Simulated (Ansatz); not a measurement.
Values for one crystal, relaxed and computed with the program Ansatz at the PBE level (PAW); other levels are named.

- Volume per atom = 13.80 Å³
- Electronic character = metallic (no gap)
- Density of states at the Fermi level = 0.44 states/eV per atom (mean over ±0.08 eV)
- Pressure derivative B′ = 4.4
- Formation energy from the elements (no fitted shifts) = -0.70 eV/atom
- Bulk modulus (Birch–Murnaghan fit) = 209 GPa

Question: Pick the material that matches.
A) CoPtO2, R-3m (Co on 3b, Pt on 3a, O on 6c)
B) Nb2SiN, P6_3/mmc (Si on 2d, Nb on 4f, N on 2a)
C) CoSi, P2_13 (Co on 4a, Si on 4a)
D) SiNi, Pnma (Si on 4c, Ni on 4c)

Answer: B, Nb2SiN, P6_3/mmc (Si on 2d, Nb on 4f, N on 2a)

The start of the workflow was typed in or built on a structure type; neither database checked (COD, Materials Project) lists it. Whether it is the stable phase at ambient conditions was not checked. The cell was relaxed with PBE under the symmetry of its start; whether a distortion lowers the energy is not shown. The workflow began spin-polarised and lost its moments. The references are the lowest solids computed at this level, not always the standard phases (solids in place of the gases). Spin–orbit coupling is left out wherever it is not named.

Potentials: the earlier of the program's two PAW sets.
